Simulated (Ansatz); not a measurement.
Starting cell, AgCl (rock salt):

```xyz
4
Lattice="0.0000 5.6115 5.6115 2.8057 0.0000 2.8057 2.8057 2.8057 0.0000" Properties=species:S:1:pos:R:3 pbc="T T T"
Cl     0.0000     0.0000     0.0000
Cl     2.8057     5.6115     2.8057
Ag     2.8057     2.8057     2.8057
Ag     2.8057     5.6115     5.6115
```

The atoms are displaced by Q × the pattern below (from a DFPT mode at L = (0.5, 0.0, 0.0), largest move 1; Q in Å), at fixed cell. It is one choice among 2 degenerate patterns. (q is in reciprocal vectors of the primitive cell; the cell shown is doubled to hold the pattern.)

| atom | x | y | z |
|---|---|---|---|
| Cl1 | -0.285 | 0.520 | -0.805 |
| Cl2 | 0.285 | -0.520 | 0.805 |

Atoms not listed stay in place.

Computed with PBE (plane waves to 420 eV, PAW, scalar-relativistic; Ansatz, a first-principles code). k mesh 5×10×10 (Γ-centred), Fermi-Dirac smearing 0.05 eV. The energy includes the smearing's −TS. AgCl was relaxed with its symmetry unable to fall. The zero of ΔE is the undisplaced structure.

| Q (Å) | ΔE (eV/cell) |
|---|---|
| -0.180 | 0.0027 |
| -0.120 | 0.0008 |
| -0.060 | 0.0001 |
| 0.000 | 0.0000 |
| 0.060 | 0.0001 |
| 0.120 | 0.0008 |
| 0.180 | 0.0027 |

**Question.** Which DFPT wavenumber at L = (0.5, 0.0, 0.0) belongs to this mode?
A. 54 cm⁻¹
B. 178 cm⁻¹
C. 17 cm⁻¹
D. 93 cm⁻¹

**Answer.** C, 17 cm⁻¹. The curvature of the scan gives 16 cm⁻¹

(For displaced atoms, the force is minus the slope of the energy, and its curvature is a force constant, which sets phonon frequencies.)
